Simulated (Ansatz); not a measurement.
## Si2BSb: computed property card

Si₂BSb:
Space group R3m, hexagonal axes (No. 160); a = b = 3.672 Å, c = 19.203 Å, α = β = 90.00°, γ = 120.00°

```tsv
atom	site	symmetry	x	y	z
B	3a	3m	0.0000	0.0000	0.9894
Sb	3a	3m	0.0000	0.0000	0.1100
Si	3a	3m	0.0000	0.0000	0.5138
Si	3a	3m	0.0000	0.0000	0.6368
```
(The calculation used a cell of 4 atoms; values per cell refer to that cell.)

Space group R3m (No. 160); conventional cell a = b = 3.672 Å, c = 19.203 Å, α = β = 90.00°, γ = 120.00°.

Method: PBEsol in the plane-wave PAW code Ansatz. Structure relaxed to zero pressure with the same functional. Other levels are named where they apply.

### Cell and energy

```yaml
volume_per_atom: 18.69 Å³
density: 4.19 g/cm³
Formation energy from the elements (no fitted shifts): 0.36 eV/atom
```

### Electronic structure

```yaml
electronic_character: metallic (no gap)
Density of states at the Fermi level: 0.15 states/eV per atom (mean over ±0.08 eV)
```

### Mechanics

```yaml
Bulk modulus (Birch–Murnaghan fit): 80.6 GPa
Pressure derivative B′: 1.9
```

### Phonons

```yaml
highest_zone_centre_frequency: 575 cm^-1
zone_centre_stability: no imaginary mode at Γ
```

The start of the workflow was typed in or built on a structure type; neither database checked (COD, Materials Project) lists it. Whether it is the stable phase at ambient conditions was not checked. The PBEsol relaxation kept the symmetry of its start. The volume moved by 18 % from the start of the relaxation. Its formation energy is positive at this level, so the cell may be metastable or incomplete. As this level gives no gap, phonon frequencies hold no LO–TO term and depend on the k-mesh and smearing (Fermi–Dirac, 0.1 eV here). The references are the lowest solids computed at this level, not always the standard phases. Spin–orbit coupling is left out wherever it is not named.

Potentials: the earlier of the program's two PAW sets. The files were generated under PBE; for other functionals the program regenerates the frozen cores, and for LDA and PBEsol the local potential too.
